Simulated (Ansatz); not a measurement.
A relaxed structure of ZnCu$_{2}$SnS$_{4}$. These are r2SCAN (plane waves to 500 eV, PAW, scalar-relativistic; Ansatz, an electronic-structure program) values and carry that method's errors.

```
CELL_PARAMETERS angstrom
     -2.70724     2.70724     5.41134
      2.70724    -2.70724     5.41134
      2.70724     2.70724    -5.41134
ATOMIC_POSITIONS crystal
  Cu 0.00000 0.00000 0.00000
  Cu 0.75000 0.25000 0.50000
  Zn 0.25000 0.75000 0.50000
  Sn 0.50000 0.50000 0.00000
  S  0.63529 0.62867 0.52217
  S  0.10651 0.11312 0.47783
  S  0.37133 0.89349 0.00661
  S  0.88688 0.36471 0.99339
```

Determine the symmetry and give the standard cell with its independent sites.

Space group I-4 (No. 82); a = 5.414 Å, b = 5.414 Å, c = 10.823 Å, α = 90.00°, β = 90.00°, γ = 90.00°

```tsv
atom	site	symmetry	x	y	z
Cu	2a	-4..	0.0000	0.0000	0.0000
Cu	2c	-4..	0.0000	0.5000	0.2500
Zn	2d	-4..	0.5000	0.0000	0.2500
Sn	2b	-4..	0.0000	0.0000	0.5000
S	8g	1	0.2578	0.2644	0.3709
```

Give the shortest distances between elements (the closest pairs, up to four, under 3.6 Å).

Cu–S 2.30 Å; S–Zn 2.34 Å; S–Sn 2.44 Å.

The volume per atom is 19.83 Å³ and the band gap is 0.47 eV, direct at Γ (no spin-orbit coupling).

No spin polarisation in the result.

The run could not lose the symmetry of its start; a randomly shaken copy of 8 atoms returns to this structure.
